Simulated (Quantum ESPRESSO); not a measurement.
Inputs of pw.x and gipaw.x (a modified build of Quantum ESPRESSO, PBE) for ZnF$_{2}$; the starting potential comes from an earlier run on another mesh:

```
&CONTROL
  calculation = 'scf'
  prefix = 'x'
  pseudo_dir = './pseudo'
  outdir = './out'
  tprnfor = .true.
/
&SYSTEM
  ibrav = 0
  nat = 6
  ntyp = 2
  ecutwfc = 45
  ecutrho = 180
  occupations = 'fixed'
  nbnd = 26
/
&ELECTRONS
  conv_thr = 1e-11
  startingpot = 'file'
/
ATOMIC_SPECIES
Zn 65.380 Zn.GGA_PBE-JTH.UPF
F 18.998 F.GGA_PBE-JTH.UPF
CELL_PARAMETERS angstrom
    4.655910600000     0.000000000000     0.000000000000
    0.000000000000     4.655910600000     0.000000000000
    0.000000000000     0.000000000000     3.195547800000
ATOMIC_POSITIONS crystal
Zn     0.500000000000     0.500000000000     0.500000000000
Zn     0.000000000000     0.000000000000     0.000000000000
F      0.696628426200     0.696628426200     0.000000000000
F      0.303371573800     0.303371573800     0.000000000000
F      0.803371573800     0.196628426200     0.500000000000
F      0.196628426200     0.803371573800     0.500000000000
K_POINTS automatic
4 4 6 1 1 1
```

```
&INPUTGIPAW
  job = 'nmr'
  prefix = 'x'
  tmp_dir = './out/'
  restart_mode = 'from_scratch'
  pawproj(1) = .true.
  pawproj(2) = .true.
  use_nmr_macroscopic_shape = .false.
/
```

The cell was made here from a computed Materials Project entry: strained by +2 % along the unique axis and by -1 % across it, atoms relaxed (PBE without dispersion, pw.x of Quantum ESPRESSO, symmetry kept). The parent is ZnF2 in P4₂/mnm; whether this form has been observed was not checked. Stability against distortions was not tested.

**Question.** Give the final section of the GIPAW output.

**Answer.** 
```
     Total NMR chemical shifts in ppm: ---------------------------------------
     (adopting the Simpson convention for anisotropy and asymmetry)-----------

     Atom  1  Zn  pos: (  0.500000  0.500000  0.343171)  Total sigma:        1802.61
          1783.7014        -33.8990         -0.0000
           -33.8990       1783.7014          0.0000
             0.0000         -0.0000       1840.4181

     Zn      1    anisotropy:    -79.21    eta:    0.4321

     Atom  2  Zn  pos: (  0.000000  0.000000  0.000000)  Total sigma:        1802.61
          1783.7014         33.8990         -0.0000
            33.8990       1783.7014         -0.0000
            -0.0000          0.0000       1840.4181

     Zn      2    anisotropy:    -79.21    eta:    0.4321

     Atom  3  F   pos: (  0.696628  0.696628  0.000000)  Total sigma:         342.60
           340.0785         27.1993          0.0000
            27.1993        340.0785         -0.0000
             0.0000         -0.0000        347.6285

     F       3    anisotropy:    -44.57    eta:    0.6612

     Atom  4  F   pos: (  0.303372  0.303372  0.000000)  Total sigma:         342.60
           340.0785         27.1993         -0.0000
            27.1993        340.0785          0.0000
            -0.0000          0.0000        347.6285

     F       4    anisotropy:    -44.57    eta:    0.6612

     Atom  5  F   pos: (  0.803372  0.196628  0.343171)  Total sigma:         342.60
           340.0785        -27.1993         -0.0000
           -27.1993        340.0785         -0.0000
             0.0000         -0.0000        347.6285

     F       5    anisotropy:    -44.57    eta:    0.6612

     Atom  6  F   pos: (  0.196628  0.803372  0.343171)  Total sigma:         342.60
           340.0785        -27.1993         -0.0000
           -27.1993        340.0785         -0.0000
            -0.0000         -0.0000        347.6285

     F       6    anisotropy:    -44.57    eta:    0.6612
```
The printed anisotropy is 3/2 (σ_33 − σ_iso) in the program's own order; the axes are left out here. Anisotropies that symmetry doesn't fix are less certain than the isotropic values. Shieldings are absolute and leave out the bulk-susceptibility term; a larger σ means a smaller chemical shift. By our sweeps, such settings leave a few ppm in absolute σ on light atoms and up to some 20 ppm from Zn on.
